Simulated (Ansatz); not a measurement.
## Fe2O3: which magnetic order is lowest?

```
Fe O
1.0
     2.51900    1.45435    4.59067
    -2.51900    1.45435    4.59067
     0.00000   -2.90869    4.59067
Fe O
4 6
Direct
  0.35530 0.35530 0.35530
  0.14470 0.14470 0.14470
  0.64470 0.64470 0.64470
  0.85530 0.85530 0.85530
  0.55590 0.94410 0.25000
  0.25000 0.55590 0.94410
  0.94410 0.25000 0.55590
  0.44410 0.05590 0.75000
  0.75000 0.44410 0.05590
  0.05590 0.75000 0.44410
```

All energies were calculated with Ansatz 0.2.0 (PBE with U_eff = 4.0 eV on Fe d (all-electron-ortho-atomic projectors); 420 eV; 5×5×5 Γ-centred mesh; fermi-dirac occupations of width 0.050 eV). The atoms are fixed and numbered as listed; spin is collinear, without spin-orbit coupling.

The cycle has several fixed points for this cell. Moments (μB):

```csv
state,Fe1,Fe2,Fe3,Fe4,other atoms together,size of the net moment a cell
A,0.00,0.00,0.00,0.00,0.00,0.00
B,3.77,-3.77,3.77,-3.77,0.00,0.00
C,3.83,3.89,3.85,-3.75,1.19,10.00
D,3.91,3.91,3.91,3.91,2.38,20.00
E,3.82,-3.82,-3.82,3.82,0.00,0.00
F,3.81,3.81,-3.81,-3.81,0.00,0.00
```

Site moments are taken in small spheres that don't touch (radius about 0.4 of the atom's shortest bond), so those of the magnetic atoms read low, and they needn't add up to the net moment. State A was run without spin polarisation.

Rank the states by energy at zero smearing.

State B (antiparallel, compensated) is lowest; F (antiparallel, compensated) lies 49 meV above it, C (antiparallel, not compensated) lies 62 meV above it, E (antiparallel, compensated) lies 65 meV above it, D (parallel moments) lies 135 meV above it, A (without moments) lies 861 meV above it, all counted an atom of the cell.

Compare the parallel order D with the antiparallel order B.

Between D and B the moments keep their size (3.91 against 3.77 μB in the mean), so the difference mostly measures the exchange between the flipped sites: the antiparallel order gains 338 meV for each Fe atom. The nearest flipped pair stands 2.90 Å apart. Flipped pairs are linked through O; the widest Fe–O–Fe angle among the nearer links is 132°, at 3.71 Å between the metal atoms.

What does magnetism gain here?

861 meV an atom of the cell, or 2153 meV for each Fe atom, against state A, which has none. A run without spin would miss this and give wrong energies and forces. That state isn't the paramagnet, which keeps its moments, so this is no ordering energy, and a U raises it further by its penalty on part-filled orbitals.

Of 5 runs begun from atoms with typed moments, each in a different pattern, 1 ended in state B: one start isn't enough to call a state the ground state.

The cell is that of a Crystallography Open Database entry, unchanged.

Caveats: only orders that fit this cell and collinear spins were tried, so the true order may need a larger cell or canted moments; atoms and cell are not relaxed, and each state would relax in its own way; the U is a value in common use, not computed for this crystal; the k mesh is coarse, so differences of a few meV are uncertain where a state is a metal; at this level the entry's cell stands at +8 GPa (positive in compression); one start a pattern, so a lower state of the same pattern may exist.
